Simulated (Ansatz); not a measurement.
WC:
Space group Fm-3m (No. 225); a = 4.365 Å, b = 4.365 Å, c = 4.365 Å, α = 90.00°, β = 90.00°, γ = 90.00°

| atom | site | symmetry | x | y | z |
|---|---|---|---|---|---|
| W | 4a | m-3m | 0.0000 | 0.0000 | 0.0000 |
| C | 4b | m-3m | 0.5000 | 0.5000 | 0.5000 |
(The calculation used a cell of 2 atoms; values per cell refer to that cell.)

Relaxed with r²SCAN.

### Question
Tabulate the valence density and the electron localisation function along the shortest W–W contact (3.09 Å), the program Ansatz at the r²SCAN level (PAW).

### Answer


```tsv
distance from W (Å)	density (e/Å³)	ELF
0.31	5.25	0.38
0.46	5.08	0.67
0.62	3.62	0.72
0.77	1.98	0.58
0.93	0.92	0.33
1.08	0.48	0.19
1.23	0.34	0.20
1.39	0.30	0.27
1.54	0.28	0.31
1.70	0.30	0.27
1.85	0.34	0.20
2.01	0.48	0.19
2.16	0.92	0.33
2.31	1.98	0.58
2.47	3.62	0.72
2.62	5.08	0.67
2.78	5.25	0.38
```

The density is the valence pseudo-density with augmentation charge, so density and ELF within about 1 Å of a nucleus are not all-electron values.

The workflow started from a Materials Project entry (that database holds measured and hypothetical structures alike); the Crystallography Open Database copy checked does not list it. It is not the phase usual at ambient conditions (space group No. 187). The cell was relaxed with r²SCAN under the symmetry of its start; of distortions, only those at the zone centre were tested. No spin polarisation was allowed. Its formation energy is positive at this level, so the cell may be metastable or incomplete. Scalar-relativistic: spin–orbit coupling is off unless named, which matters more the heavier the elements.

Potentials: the later of the program's two PAW sets.
